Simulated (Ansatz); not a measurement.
Input deck for Ansatz 0.2.0, then the block of the output on the nuclei.

The cell is an entry of the Crystallography Open Database (COD), relaxed with PBE at fixed cell and then changed (volume scaled by 0.97, ions relaxed).

```yaml
crystal:
  lattice:
    - [11.230396205, 0.0, 0.0]
    - [0.0, 3.9536538072, 0.0]
    - [0.0, 0.0, 11.0799316635]
  atoms:
    - { symbol: Bi, position: [0.4866482607, 0.25, 0.3250674315] }
    - { symbol: Bi, position: [0.0133517393, 0.75, 0.8250674315] }
    - { symbol: Bi, position: [0.9866482607, 0.25, 0.1749325685] }
    - { symbol: Bi, position: [0.5133517393, 0.75, 0.6749325685] }
    - { symbol: Bi, position: [0.3387531606, 0.75, 0.0319967105] }
    - { symbol: Bi, position: [0.1612468394, 0.25, 0.5319967105] }
    - { symbol: Bi, position: [0.8387531606, 0.75, 0.4680032895] }
    - { symbol: Bi, position: [0.6612468394, 0.25, 0.9680032895] }
    - { symbol: S, position: [0.2844639624, 0.25, 0.1921554191] }
    - { symbol: S, position: [0.2155360376, 0.75, 0.6921554191] }
    - { symbol: S, position: [0.7844639624, 0.25, 0.3078445809] }
    - { symbol: S, position: [0.7155360376, 0.75, 0.8078445809] }
    - { symbol: S, position: [0.5497739987, 0.75, 0.1291586996] }
    - { symbol: S, position: [0.9502260013, 0.25, 0.6291586996] }
    - { symbol: S, position: [0.0497739987, 0.75, 0.3708413004] }
    - { symbol: S, position: [0.4502260013, 0.25, 0.8708413004] }
    - { symbol: S, position: [0.3779606519, 0.75, 0.4437800873] }
    - { symbol: S, position: [0.1220393481, 0.25, 0.9437800873] }
    - { symbol: S, position: [0.8779606519, 0.75, 0.0562199127] }
    - { symbol: S, position: [0.6220393481, 0.25, 0.5562199127] }
kpoints:
  mp_grid: { grid: [3, 7, 3] }
scf:
  occupations: { method: fermi_dirac, width: 0.02 }
hamiltonian:
  xc: pbe
  pseudopotentials: { kind: paw }
output:
  forces: true
  stress: true
  populations: true
  efg:
    quadrupole_moments_barn: { Bi: -0.516, S: -0.0694 }
    contact_densities: true
relax:
  f_tol: 0.02
  max_steps: 60
```

```sh
ansatz run input.yaml --threads 2 --pin off --max-ram 5120MiB --backend cpu --events-out ev --progress --plain --runs-dir out
```

The run relaxes the ions first, and the block belongs to the relaxed positions.

Of the output, the block on the nuclei alone is shown; the set-up, the SCF iterations, energies, forces and stress are cut. One atom of each set with nearly equal values is shown.

```
--- PAW observables at the nuclei: V_zz in 10²¹ V/m², potentials from the cell's mean, atoms counted from 1 ---
  atom   1  Bi V_zz =    +5.438863   η = 0.8281   by run symmetry: allowed   C_q = -67.8597 MHz
            electrostatic potential = -17828.124098 V   contact ρ = 17906712.514608 e/Å³
  atom   5  Bi V_zz =   -16.677199   η = 0.1083   by run symmetry: allowed   C_q = +208.0785 MHz
            electrostatic potential = -17828.129957 V   contact ρ = 17906681.328059 e/Å³
  atom   9  S  V_zz =    -2.140016   η = 0.1450   by run symmetry: allowed   C_q = +3.5911 MHz
            electrostatic potential = -1636.346630 V   contact ρ = 19771.349781 e/Å³
  atom  13  S  V_zz =    -3.796060   η = 0.8731   by run symmetry: allowed   C_q = +6.3701 MHz
            electrostatic potential = -1636.300341 V   contact ρ = 19770.659958 e/Å³
  atom  17  S  V_zz =    -8.115072   η = 0.0542   by run symmetry: allowed   C_q = +13.6178 MHz
            electrostatic potential = -1636.429564 V   contact ρ = 19770.876293 e/Å³
```

The relaxation (6 steps) took 4.2 min of wall time (8 min of CPU time) and 1.5 GiB at its peak, on 2 threads of Intel Xeon Processor @ 2.50GHz (Skylake/Cascade Lake) (x86_64; 62 cores open to the job, memory cap 5.0 GiB, no GPU), a shared host with a load of 0.8 a core.

Spin–orbit coupling is left out, which shifts gradients on Bi by a few per cent, and by more where contributions nearly cancel.
